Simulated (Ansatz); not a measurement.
**Na: Na vacancy**

Level of theory: Ansatz 0.2.0, DFT PBEsol, scalar-relativistic, plane waves, PAW. (420 eV cutoff, 3×3×3 k-mesh, Gaussian smearing of 0.10 eV, no spin polarisation)

Host crystal, relaxed:

```
Na
1.0
    -2.08488    2.08488    2.08488
     2.08488   -2.08488    2.08488
     2.08488    2.08488   -2.08488
Na
1
Direct
  0.00000 0.00000 0.00000
```

Supercell of 32 atoms, rows in host cell vectors: 2 -2 0; 2 0 -2; 4 2 2. Atoms relax at the host's cell, keeping the symmetry that the supercell leaves at the site. The cell is small, so energies carry finite-size errors of tenths of an eV. The host is a metal.

Defect: Na vacancy at (0.000, 0.000, 0.000) of the host cell, charge 0.

**Question.** Give the relaxed supercell.

**Answer.**
```
Na
1.0
    -8.33954    8.33954    0.00000
    -8.33954    0.00000    8.33954
     0.00000    8.33954    8.33954
Na
31
Cartesian
  -4.1698 4.1698 0.0000
  -4.1698 0.0000 4.1698
  -1.9585 1.9585 1.9585
  -8.3395 4.1698 4.1698
  -6.3810 6.3810 1.9585
  -6.3810 1.9585 6.3810
  -4.1698 4.1698 4.1698
  -8.3395 12.5093 4.1698
  -10.4505 6.2286 6.2286
  -8.3395 8.3395 4.3074
  -8.3395 4.3074 8.3395
  -6.2286 6.2286 6.2286
  -4.1698 8.3395 4.1698
  -4.1698 4.1698 8.3395
  -1.9585 6.3810 6.3810
  -12.3717 8.3395 8.3395
  -10.4505 10.4505 6.2286
  -10.4505 6.2286 10.4505
  -8.3395 8.3395 8.3395
  -6.2286 10.4505 6.2286
  -6.2286 6.2286 10.4505
  -4.3074 8.3395 8.3395
  -14.7206 10.2980 10.2980
  -10.4505 10.4505 10.4505
  -8.3395 12.3717 8.3395
  -8.3395 8.3395 12.3717
  -6.2286 10.4505 10.4505
  -12.5093 12.5093 12.5093
  -10.2980 14.7206 10.2980
  -10.2980 10.2980 14.7206
  -14.7206 14.7206 14.7206
```
Around the defect: 8 Na at 3.39 Å. The run ended with a moment of 0.00 μB (no spin polarisation).

Cost: 2 runs of about 7 core-minutes in all, on Intel Xeon Processor @ 2.70GHz (shared hosts).